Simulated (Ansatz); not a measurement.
ZrGeS in space group P4/nmm (No. 129; Zr on 2c, Ge on 2a, S on 2c) under volume change, the program Ansatz at the PBEsol level (PAW), shape and atoms relaxed at each volume.

```
V (Å³/atom)  E − E(relaxed) (meV/atom)  P (GPa)
-----------  -------------------------  -------
15.713                            68.4    15.36
16.231                               ?        ?
16.749                             6.8     4.31
17.267                             0.0     0.00
17.785                               ?        ?
18.303                            23.0    -6.75
18.821                            49.1    -9.37
```

Task: What belongs in the gaps?

Result: 
- 17.785, E − E(relaxed) (meV/atom): 6.0
- 17.785, P (GPa): -3.64
- 16.231, E − E(relaxed) (meV/atom): 28.7
- 16.231, P (GPa): 9.39

Task: What does a third-order Birch–Murnaghan fit give for V₀, B₀ and B′?

Result: V₀ = 17.27 Å³/atom, B₀ = 132 GPa, B′ = 4.5.

The workflow started from a Materials Project entry (that database holds measured and hypothetical structures alike); the Crystallography Open Database files this formula in space group No. 129, but the cells were not matched. Whether it is the stable phase at ambient conditions was not checked. Symmetry was held in the PBEsol relaxation; its stability against distortions is not shown here. The run is not spin-polarised. Spin–orbit coupling is left out wherever it is not named.

Potentials: the later of the program's two PAW sets.
